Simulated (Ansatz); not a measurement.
Field gradients of Al₂O₃ from run to run

Cell of run 1: a measured structure from the Crystallography Open Database (COD).

```yaml
crystal:
  lattice:
    - [2.38025, 1.37424, 4.33187]
    - [-2.38025, 1.37424, 4.33187]
    - [0.00000, -2.74848, 4.33187]
  atoms:
    - { symbol: Al, position: [0.35216, 0.35216, 0.35216] }
    - { symbol: Al, position: [0.14784, 0.14784, 0.14784] }
    - { symbol: Al, position: [0.64784, 0.64784, 0.64784] }
    - { symbol: Al, position: [0.85216, 0.85216, 0.85216] }
    - { symbol: O, position: [0.55668, 0.94332, 0.25000] }
    - { symbol: O, position: [0.25000, 0.55668, 0.94332] }
    - { symbol: O, position: [0.94332, 0.25000, 0.55668] }
    - { symbol: O, position: [0.44332, 0.05668, 0.75000] }
    - { symbol: O, position: [0.75000, 0.44332, 0.05668] }
    - { symbol: O, position: [0.05668, 0.75000, 0.44332] }
```

Atom numbers follow the list; atoms alike are taken as one site, whose name carries the number of the first.

Relaxed positions (PBE, cell held):

```
CELL_PARAMETERS angstrom
2.38025 1.37424 4.33187
-2.38025 1.37424 4.33187
0.00000 -2.74848 4.33187
ATOMIC_POSITIONS crystal
Al 0.35208 0.35208 0.35208
Al 0.14792 0.14792 0.14792
Al 0.64792 0.64792 0.64792
Al 0.85208 0.85208 0.85208
O 0.55646 0.94354 0.25000
O 0.25000 0.55646 0.94354
O 0.94354 0.25000 0.55646
O 0.44354 0.05646 0.75000
O 0.75000 0.44354 0.05646
O 0.05646 0.75000 0.44354
```

All runs are DFT with Ansatz 0.2.0 (plane waves and PAW, scalar-relativistic unless spin–orbit coupling is named, Γ-centred meshes, Fermi–Dirac smearing where given) in this cell.

Run 1: PBE, atoms as given; 420 eV, 8×8×8 k-points, smearing 0.02 eV.
Run 2: PBE, atoms relaxed; 420 eV, 8×8×8 k-points, smearing 0.02 eV.
Run 3: r2SCAN, at the relaxed atoms; 500 eV, 8×8×8 k-points, smearing 0.02 eV.
Run 4: LDA, at the relaxed atoms; 420 eV, 8×8×8 k-points, smearing 0.02 eV.

```
run  Al V_zz (η)    O V_zz (η)
  1  0.57 (0.00)  -3.88 (0.51)
  2            ?             ?
  3  0.56 (0.00)  -3.86 (0.51)
  4  0.57 (0.00)  -3.76 (0.51)
```

V_zz in 10²¹ V/m².

Task: Estimate the row of run 2.

Result: Al: 0.56 (0.00); O: -3.88 (0.51). It lies nearest to run 1, from whose tensors on these sites it differs by 0.01 at most (largest principal value of the difference). Taken one at a time, the functional (between the two that differ most) moves the tensors on these sites by up to 0.12 (largest principal value of the change, on O), the positions of the atoms (as given or relaxed) by 0.01.

With these PAW files V_zz is typically within 2 to 3 % of all-electron values, but misses above 10 % occur on Al. The cell isn't the equilibrium one in runs 1, 2, 4 (calculated pressure 7, 7, -5 GPa), and the entry's cell may itself be off.
